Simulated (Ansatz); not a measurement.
## Ta₂Ge: from a starting cell to a relaxed one

The relaxed structure here is a generated cell of Ta2Ge: the first start was made by placing the elements on the sites of a structure type, and the end was not matched to a known phase here, so it may be hypothetical.

The start is a generated trial cell of Ta2Ge in the Co2Si structure type. A full variable-cell relaxation at zero pressure is run with r2SCAN (plane waves to 500 eV, PAW, scalar-relativistic; Ansatz, a program for electronic structure). The first steps use a 5×6×4 k-mesh.

The start:
```
CELL_PARAMETERS angstrom
      5.66357     0.00000     0.00000
      0.00000     4.30468     0.00000
      0.00000     0.00000     8.18672
ATOMIC_POSITIONS crystal
  Ta 0.53800 0.25000 0.78200
  Ta 0.03800 0.25000 0.71800
  Ta 0.46200 0.75000 0.21800
  Ta 0.96200 0.75000 0.28200
  Ta 0.17400 0.25000 0.06200
  Ta 0.67400 0.25000 0.43800
  Ta 0.82600 0.75000 0.93800
  Ta 0.32600 0.75000 0.56200
  Ge 0.70200 0.25000 0.11100
  Ge 0.20200 0.25000 0.38900
  Ge 0.29800 0.75000 0.88900
  Ge 0.79800 0.75000 0.61100
```

| Quantity | Result |
|---|---|
| Initial pressure | +2 GPa (positive: the cell is compressed) |
| Largest initial force | about 1.5 eV/Å, on Ta1, Ta2, Ta3, Ta4 (atoms numbered as listed) |
| Outcome | The space group stays Pnma (No. 62) (the run could not lower it); the end is AFLOW prototype A2B_oP12_62_2c_c (C37, as in Co2Si), with 12 atoms in the primitive cell |
| Energy released | 0.13 eV/atom |
| Volume change | +1.0 %, from 16.63 to 16.80 Å³/atom |
| Shortest distances (start → end) | The closest pairs of elements (up to four, under 3.6 Å), start → end: Ge–Ta 2.67 → 2.72 Å; Ta–Ta 2.88 → 2.80 Å; Ge–Ge 3.63 → 3.46 Å |
| Band gap at the end | no gap (metallic) |
| Optimiser moves | 14 |

The end point of the relaxation:

```cif
data_Ge4Ta8
_chemical_formula_sum 'Ta8 Ge4'
_space_group_name_H-M_alt 'Pnma'
_space_group_IT_number 62
_space_group_name_Hall '-P 2ac 2n'
_cell_length_a 5.45750
_cell_length_b 4.41988
_cell_length_c 8.35734
_cell_angle_alpha 90.000
_cell_angle_beta 90.000
_cell_angle_gamma 90.000
loop_
_atom_site_label
_atom_site_type_symbol
_atom_site_symmetry_multiplicity
_atom_site_Wyckoff_symbol
_atom_site_fract_x
_atom_site_fract_y
_atom_site_fract_z
_atom_site_occupancy
Ta1 Ta 4 c 0.12360 0.25000 0.71255 1
Ta2 Ta 4 c 0.14381 0.25000 0.05145 1
Ge1 Ge 4 c 0.15697 0.25000 0.37845 1
```

Final values are on a 7×9×5 k-mesh of the relaxed cell. No spin polarisation in the result.

The run could not lose the symmetry of its start, so the end can be a saddle point.
